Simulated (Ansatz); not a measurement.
# Ansatz 0.2.0, settings compared: CsCaBr3

Launch command:

```bash
ansatz run input.yaml --threads 1 --pin off --max-ram 2560MiB --backend cpu --events-out ev --progress --plain --runs-dir out
```

input.yaml:

```yaml
crystal:
  lattice:
    - [3.901413, 6.757444, 0.0]
    - [-3.901413, 6.757444, 0.0]
    - [0.0, 0.0, 6.690193]
  atoms:
    - { symbol: Br, position: [0.1614, 0.6772, 0.2715] }
    - { symbol: Br, position: [0.3228, 0.8386, 0.7715] }
    - { symbol: Br, position: [0.1614, 0.1614, 0.2715] }
    - { symbol: Br, position: [0.8386, 0.3228, 0.7715] }
    - { symbol: Br, position: [0.6772, 0.1614, 0.2715] }
    - { symbol: Br, position: [0.8386, 0.8386, 0.7715] }
    - { symbol: Ca, position: [0.0, 0.0, 0.9954] }
    - { symbol: Ca, position: [0.0, 0.0, 0.4954] }
    - { symbol: Cs, position: [0.3333, 0.3334, 0.75] }
    - { symbol: Cs, position: [0.6666, 0.6667, 0.25] }
  symmetry: { tolerance: 0.0003 }
kpoints:
  mp_grid: { grid: [3, 3, 3], shift: [0, 0, 0] }
magnetization:
  spin_polarized: false
scf:
  occupations: { method: fermi_dirac }
hamiltonian:
  pseudopotentials: { kind: paw }
  xc: r2scan
basis:
  ecutwfc: 500
output:
  forces: true
  stress: true
  eigenvalues: true
```

Origin of the cell: a known structure type with other elements, at an estimated volume, so it need not be a known compound.

The smearing width isn't typed, so it takes its default of 0.1 eV.

Output of this run (shortened):

```
Warning: the atoms were moved onto the symmetric positions of the space group found under crystal.symmetry.tolerance 3.0e-4 (fractional; no operation is sought that the atoms, as they stand i […]
Pseudopotentials: kind: paw
Pseudopotential: Br, paw, valence charge 7, recommended cutoff 500 eV (meta_gga), Br.paw.azcp
Pseudopotential: Ca, paw, valence charge 10, recommended cutoff 500 eV (meta_gga), Ca.paw.azcp
Pseudopotential: Cs, paw, valence charge 9, recommended cutoff 500 eV (meta_gga), Cs.paw.azcp
Functional definition: r2SCAN
  exchange = r2scan_x(k0 = k0, k1 = k1, a1 = a1)
  correlation = r2scan_c
Crystal: 10 atoms, lattice volume = 352.755 Å³
Basis set: ecut = 500 eV, 8983 PW (Γ), exchange–correlation on 240×240×200 points (64 copies of the dense FFT grid, shifted against one another)
Bands: 50, of which v1, the nominal top of the filled ones, is band 40 counted from 1 (39 counted from 0)
[… 12 lines left out …]
Initial density: superposition of atomic densities (neutral atoms: chi_scale 0, normalization atom), corrected by the library's trained network
Functional: x = r2scan, c = r2scan; τ floored in thin density (d = 2e-4 eV/Å³)
SCF iter   1: F=—  HF=-31793.779305 eV  Δρ=3.57e-3  dr2=9.65e-2  dr2_τ=3.59e-2
SCF iter   2: F=—  HF=-31793.917528 eV  Δρ=1.46e-3  dr2=1.06e-2  dr2_τ=7.64e-4  defer=23
SCF iter   3: F=—  HF=-31793.916083 eV  Δρ=4.49e-4  dr2=6.42e-4  dr2_τ=6.34e-5  defer=23
SCF iter   4: F=—  HF=-31793.916159 eV  Δρ=1.02e-4  dr2=3.21e-5  dr2_τ=4.17e-6  defer=23
SCF iter   5: F=—  HF=-31793.915772 eV  Δρ=1.64e-5  dr2=1.12e-6  dr2_τ=1.26e-7  defer=23
SCF iter   6: F=-31793.915773 eV  HF=-31793.915773 eV  Δρ=3.58e-6  dr2=6.67e-8  dr2_τ=3.93e-9
SCF 1 converged in 6 iterations: F = -31793.915773 eV  dr2 = 6.67e-8
SCF converged after 6 iterations
Free energy (F): -31793.915773 eV
Harris-Foulkes:  -31793.915773 eV  (|F-HF|=2.56e-8)
Internal energy: -31793.915773 eV  (E = F + TS)
E sigma→0 (E₀):  -31793.915773 eV
Fermi energy:    4.754275 eV
--- Per-component energies (eV) ---
  E_band       = -579.672488
  E_kinetic    = 1660.225548
  E_local      = -4200.473545  (includes V_loc(G=0)·N_el)
  E_nonlocal   = 606.602015
  E_hartree    = 1436.038978
  E_xc         = -2113.280181
  E_vxc        = -1363.868117  (∫ρ·V_xc dr)
  E_paw        = -25535.437836  (= ΣΔE_a)
  E_vpaw       = -226.055269  (= ΣTr[D̂ρ^β])
  E_aug_tail   = -0.000009  (compensation charges beyond the density's cutoff)
  E_vtau       = 71.811545  (kinetic-family band-sum trace: ∫τ·v_τ [+ j·A + Jᵃ·Aᵃ] dr)
  E_ewald      = -3646.300009
  E_core_change = -1.290734  (= ΣΔE_core)
  E_smearing   = -0.000000  (= −TS)
  Σ components = -31793.915773   (vs F -31793.915773, Δ=0.00e0)
--- Forces (eV/Å), atoms counted from 1 ---
  atom   1  Br     0.923645    -0.533266    -0.437762
  atom   2  Br     0.923645     0.533266    -0.437762
[… 3 lines left out …]
  atom   6  Br     0.000000    -1.066533    -0.437762
  atom   7  Ca    -0.000000     0.000000     1.286378
  atom   8  Ca    -0.000000    -0.000000     1.286378
  atom   9  Cs     0.000000     0.000000     0.026926
  atom  10  Cs     0.000000    -0.000000     0.026926
  max |Σ_I F_I| component: 3.83e-5 eV/Å
--- Stress (GPa, compression-positive) ---
        3.020968      -0.000000       0.000000
       -0.000000       3.020968       0.000000
        0.000000       0.000000       4.374700
  P = ⅓ Tr σ = 3.4722 GPa (34.722 kbar)
```

The same input was run again with these changes:

1. `scf.occupations.method` fermi_dirac → gaussian; `scf.occupations.width` default → 0.3
2. `accuracy` default → medium; `scf.initial_density.chi_scale` default → 0.3
3. `scf.initial_density.chi_scale` default → 0.3; `scf.lower_state_search` default → "off"; `basis.ecutwfc` 500 → "14.7 Ry"
4. `hamiltonian.pseudopotentials` { kind: paw } → { kind: nc }; `accuracy` default → medium

```
 run        end  SCF iterations  P (GPa)  max force component (eV/Å)  moment (μB)  ΔE(σ→0) (meV/atom)
base  converged               6     3.47                       1.286            –                   0
   1  converged               6     3.47                       1.286            –                0.00
   2  converged              11     3.47                       1.286            –                0.00
   3  converged              11     3.77                       1.347            –              872.86
   4  converged               8     3.72                       1.364            –                   –
```

Energies are compared only where functional, datasets, charge and starting cell are the same.

Not properties of the system: run 3 (too coarse or loose: `basis.ecutwfc` = "14.7 Ry").

Run 1: wide smearing.
Run 3: the cutoff lies below the datasets' advice.
Run 4: the cutoff lies below the datasets' advice.

Time of the base run: 28 s on 1 thread of Arm Neoverse V1 (shared host), peak memory 1.2 GiB, from the program's own first density.
